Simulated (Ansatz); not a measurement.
La2O3:
```
CELL_PARAMETERS angstrom
      3.93533     0.00000     0.00000
     -1.96766     3.40809     0.00000
      0.00000     0.00000     6.12550
ATOMIC_POSITIONS crystal
  La 0.66667 0.33333 0.75389
  La 0.33333 0.66667 0.24611
  O  0.66667 0.33333 0.35386
  O  0.33333 0.66667 0.64614
  O  0.00000 0.00000 0.00000
```

Relaxed with r²SCAN.

Q: Map the valence electron density (e/Å³), cut off at 2 on the plane through (0.667, 0.333, 0.754) spanned by u = [0, 0, 1] and v = [1, -1, 0] in lattice vectors, from the program Ansatz at the r²SCAN level (PAW).

A: x is the fraction of u, y of v (the angle between them is 90°; rows are the nearest grid lines); atoms in the plane: La at (0.00, 0.00), La at (0.49, 0.67), O at (0.60, 0.00), O at (0.89, 0.67), O at (0.25, 0.33).
```
|@%%%*=.      .:+@@@@@@*-.:=*%%%@|
|%%%%*-.       :=@@@@@@*:.:-*%%%%|
|%%#*-:        .:=*@@#=:. ..-+##%|
|**+-:.        ..:-=--:.   .:-+**|
|:..         ..:--::..     ...:::|
|..         .:=+++=-:.    .::-::.|
|-.        :=*%%%%%#+-...:+@@@@#-|
|+:.      .:+#%%%%%%*=:.:=@@@@@@+|
|*:.      .-*%%%%%%%#=:.:+@@@@@@*|
|=:.      .:+#%%%%%%*-:.:-%@@@@@=|
|.         .:=+*##*+-.   .:-=+=:.|
|           .:-===-:.     ..::.. |
|     ..::...                    |
|    .:-===:..                   |
|   .-%@@@@@=:.                  |
|   :+@@@@@@*:.                  |
|   .=@@@@@@+:.                  |
|   .:+@@@@#-.                   |
|    ..::::..                    |
|..........                   ...|
|**+-:.         ..:---:.   .:-+**|
|%%#*=:.       .:=*@@#=:. .:-*#%%|
|%%%%*-.       :=@@@@@@*:.:-*%%%%|
|@%%%*=.      .:+@@@@@@*-.:=*%%%@|
```
Scale: ten equal steps from 0.014 (start of ' ') to 2.00 (end of '@'), in the order ' .:-=+*#%@'; x runs from 0.000 to 1.00, y from 0.000 (bottom) to 1.00 (top).

The density is the valence pseudo-density with augmentation charge, so density and ELF within about 1 Å of a nucleus are not all-electron values.

Space group P-3m1 (La2O3 or Ni2Al3 type). The cell was relaxed with r²SCAN under the symmetry of its start; of distortions, only those at the zone centre were tested. Scalar-relativistic: spin–orbit coupling is off unless named, which matters more the heavier the elements.

Potentials: the earlier of the program's two PAW sets.
